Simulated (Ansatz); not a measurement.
SrHfN$_{2}$ in space group Pna2_1 (No. 33; Sr on 4a, Hf on 4a, N on 4a, N on 4a), plane-wave PAW r²SCAN (Ansatz code), all energies at zero smearing, with the estimated change up to a 700 eV cutoff added, with one set of potentials and settings (totals compare only within such a set). Cell of 16 atoms (4 Sr, 4 Hf, 8 N): -80259.742 eV.

```
element                reference phase  E (eV/atom)
-------  -----------------------------  -----------
Sr       P6_3/mmc, 2 atoms in the cell   -3555.1302
Hf       P6_3/mmc, 2 atoms in the cell  -15733.7929
N            Pa-3, 8 atoms in the cell    -384.8341
```

Formation energy per atom, worked out: (-80259.742 − 4×(-3555.1302) − 4×(-15733.7929) − 8×(-384.8341))/16 = -1.586 eV/atom (-153 kJ per mol of atoms), at 0 K, without zero-point energy or fitted corrections.

The start of the workflow was typed in or built on a structure type; neither database checked (COD, Materials Project) lists it. Its standing as an ambient phase is unchecked. Symmetry was held in the r²SCAN relaxation; its stability against distortions is not shown here. The run is not spin-polarised. The references are the lowest solids computed at this level, not always the standard phases (solids in place of the gases). Spin–orbit coupling is left out wherever it is not named.

Potentials: the earlier of the program's two PAW sets.
